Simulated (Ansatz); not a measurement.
BN:
```xyz
4
Lattice="1.2490 -2.1633 0.0000 1.2490 2.1633 0.0000 0.0000 0.0000 6.5994" Properties=species:S:1:pos:R:3 pbc="T T T"
B      1.2490     0.7193     4.9495
N      1.2490    -0.7229     4.9495
B      1.2490    -0.7193     1.6498
N      1.2490     0.7229     1.6498
```

Relaxed with r²SCAN+D4. DFT-r²SCAN+D4 in the program Ansatz with PAW potentials gives a gap of 4.78 eV.

Question: What gap does HSE06 give on the same cell (Ansatz, PAW)?

Answer: 5.53 eV, 0.76 eV more. The hybrid was solved on a coarser mesh and at special points; its gap is the smallest among all of these.

| k | v1 r²SCAN+D4 | c1 r²SCAN+D4 | v1 HSE06 | c1 HSE06 |
|---|---|---|---|---|
| Γ | -1.35 | 5.63 | (withheld) | (withheld) |
| Y | -0.48 | 4.78 | -0.52 | 5.53 |
| Z | -1.37 | 8.16 | (withheld) | (withheld) |
| S | -0.48 | 4.79 | -0.53 | 5.54 |
| T | -0.98 | 5.27 | -1.05 | 6.04 |
| Σ0 | -0.13 | 5.49 | (withheld) | (withheld) |
| A0 | -0.05 | 5.26 | (withheld) | (withheld) |

Question: Top valence (v1) and lowest conduction level (c1) in eV from each method's valence maximum (which need not be a listed point): supply the withheld HSE06 values.

Answer: 
- Γ, v1 HSE06: -1.58
- Γ, c1 HSE06: 6.42
- A0, v1 HSE06: -0.06
- A0, c1 HSE06: 6.02
- Z, v1 HSE06: -1.60
- Z, c1 HSE06: 9.02
- Σ0, v1 HSE06: -0.13
- Σ0, c1 HSE06: 6.26

Cost on shared cores: the r²SCAN+D4 run (SCF on a 13×13×4 mesh, then bands and DOS) roughly 30 core-seconds, the HSE06 run (SCF on 9×9×3, then a few points) about 100 core-seconds (a rough figure); the tasks are unlike.

Space group P6_3/mmc. Symmetry was held in the r²SCAN+D4 relaxation. Point labels and valley counts follow the cell and symmetry of the run, lower than the named group.

Potentials: the earlier of the program's two PAW sets.
